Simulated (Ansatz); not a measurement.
# diamond against fcc along the alkali metals

Theory: Ansatz, DFT, PBEsol, plane waves (420 eV) with PAW, scalar-relativistic. The PAW files were generated under PBE, with cores re-solved for the functional.

Each structure is relaxed within its symmetry, in the lowest magnetic state of the tried starts. Differences under about 8 meV lie within the error of the k-point mesh.

```csv
element,E(diamond) − E(fcc) (meV/atom),V(diamond) (Å³/atom),V(fcc) (Å³/atom),state of diamond,state of fcc
Li,519,25.61,20.15,spin not included,spin not included
Na,354,52.40,36.36,spin not included,spin not included
K,316,104.74,71.32,spin not included,spin not included
Rb,?,?,?,?,?
Cs,278,169.18,110.45,spin not included,spin not included
```

**Question.** Fill in the row of Rb.

**Answer.** E(diamond) − E(fcc) (meV/atom): 282; V(diamond) (Å³/atom): 130.63; V(fcc) (Å³/atom): 87.10; state of diamond: spin not included; state of fcc: spin not included.
